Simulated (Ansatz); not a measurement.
Cs$_{2}$SeCl$_{4}$O$_{2}$: reading a single point

```
CELL_PARAMETERS angstrom
5.94122 3.87850 0.00000
5.94122 -3.87850 0.00000
0.78946 0.00000 -5.72166
ATOMIC_POSITIONS crystal
Se 0.50000 0.50000 0.00000
Cs 0.84071 0.84071 0.30749
Cs 0.15929 0.15929 0.69251
Cl 0.64639 0.14595 0.78747
Cl 0.85405 0.35361 0.21253
Cl 0.35361 0.85405 0.21253
Cl 0.14595 0.64639 0.78747
O 0.38440 0.38440 0.22710
O 0.61560 0.61560 0.77290
```

Level: PBE, no spin polarisation; 420 eV; 4×4×5 Γ-centred mesh; fermi-dirac occupations (width 0.0103 eV); Ansatz 0.2.0, fixed geometry.

(1) Is the cell too large or too small?

(2) Is there a gap, and of what kind?

(3) What is the character of the valence top and the conduction bottom?

(4) Where is the largest force?

Origin: a known structure type with other elements, at an estimated volume, so it need not be a known compound. Caveats: atoms or cell far from equilibrium.

## Answers

(1) The pressure is -3.3 GPa (compression positive), so with the atoms held at these fractions the cell would first shrink; the forces are large, so a full relaxation may end otherwise. The principal stresses -5.9, -2.3, -1.6 GPa differ, so its shape would change too.

(2) The gap is 0.47 eV, indirect (the least direct gap found is 0.60 eV). A semilocal functional usually gives too small a gap.

(3) Within 0.7 eV of the edges, the states project mainly on Cl p (77 %) and O p (21 %) below the gap and on O p (50 %), Cl p (29 %) and Se s (17 %) above it.

(4) The largest is on O8 (and as large on other atoms): 3.20 eV/Å, components (2.19, 0.00, 2.33). It makes 1° with the line to a nearest neighbour, Se1 at 1.76 Å, pointing towards it.
